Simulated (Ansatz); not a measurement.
ZrTa:
```cif
data_Ta2Zr2
_chemical_formula_sum 'Zr2 Ta2'
_space_group_name_H-M_alt 'P 1'
_space_group_IT_number 1
_cell_length_a 5.83320
_cell_length_b 5.83320
_cell_length_c 4.86068
_cell_angle_alpha 90.000
_cell_angle_beta 90.000
_cell_angle_gamma 151.102
loop_
_space_group_symop_operation_xyz
  'x, y, z'
loop_
_atom_site_label
_atom_site_type_symbol
_atom_site_fract_x
_atom_site_fract_y
_atom_site_fract_z
_atom_site_occupancy
Zr1 Zr 0.67889 0.32111 0.25000 1
Ta1 Ta 0.93564 0.06436 0.25000 1
Zr2 Zr 0.32111 0.67889 0.75000 1
Ta2 Ta 0.06436 0.93564 0.75000 1
```

Relaxed with PBEsol.

Task: Which orbitals make up the states near the Fermi level in PBEsol in the plane-wave PAW code Ansatz?

Result: Within 0.5 eV of the Fermi level: Zr 4d 48 %, Ta 5d 41 %. Projections are on Löwdin-orthogonalised atomic valence shells; empty p or d shells of many metals are not among them.

Task: Tabulate the density of states.

Result: States/eV per cell of 4 atoms, in 0.25 eV bins, energy from the Fermi level.

```
E (eV)  total  Ta 5d  Zr 4d  Ta 6s
------  -----  -----  -----  -----
-7.15    0.00   0.00   0.00   0.00
-6.90    0.08   0.00   0.00   0.04
-6.65    0.18   0.00   0.00   0.10
-6.40    0.26   0.00   0.00   0.14
-6.15    0.34   0.01   0.01   0.18
-5.90    0.44   0.01   0.01   0.25
-5.65    0.50   0.02   0.02   0.29
-5.40    0.54   0.02   0.03   0.31
-5.15    0.58   0.03   0.04   0.33
-4.90    0.62   0.05   0.06   0.34
-4.65    0.76   0.08   0.10   0.38
-4.40    1.02   0.14   0.15   0.45
-4.15    1.42   0.27   0.27   0.57
-3.90    1.81   0.42   0.49   0.60
-3.65    2.58   0.85   0.83   0.56
-3.40    3.50   1.55   1.02   0.34
-3.15    3.04   1.37   0.88   0.24
-2.90    3.54   1.71   1.11   0.18
-2.65    5.50   2.82   1.85   0.25
-2.40    4.29   2.22   1.53   0.15
-2.15    3.42   1.65   1.43   0.07
-1.90    4.55   2.26   1.99   0.07
-1.65    5.18   2.71   2.11   0.09
-1.40    3.77   2.12   1.36   0.07
-1.15    4.97   2.75   1.74   0.08
-0.90    5.24   2.88   1.78   0.09
-0.65    4.89   2.69   1.72   0.10
-0.40    3.69   1.69   1.64   0.10
-0.15    5.04   1.97   2.51   0.19
0.10     3.49   1.36   1.73   0.13
0.35     5.37   2.17   2.65   0.15
0.60     6.65   2.66   3.19   0.20
0.85     4.87   2.04   2.20   0.11
1.10     4.08   1.67   1.83   0.10
1.35     5.18   2.28   2.20   0.13
1.60     4.88   2.34   1.95   0.09
1.85     3.59   1.65   1.53   0.07
2.10     3.39   1.48   1.59   0.05
2.35     3.36   1.43   1.66   0.04
```

Space group Cmcm. The start of the workflow was typed in or built on a structure type; neither database checked (COD, Materials Project) lists it. Whether it is the stable phase at ambient conditions was not checked. The cell was relaxed with PBEsol under the symmetry of its start; whether a distortion lowers the energy is not shown. The run is not spin-polarised. Its formation energy is positive at this level, so the cell may be metastable or incomplete. Spin–orbit coupling is left out wherever it is not named.

Potentials: the earlier of the program's two PAW sets. The files were generated under PBE; for other functionals the program regenerates the frozen cores, and for LDA and PBEsol the local potential too.
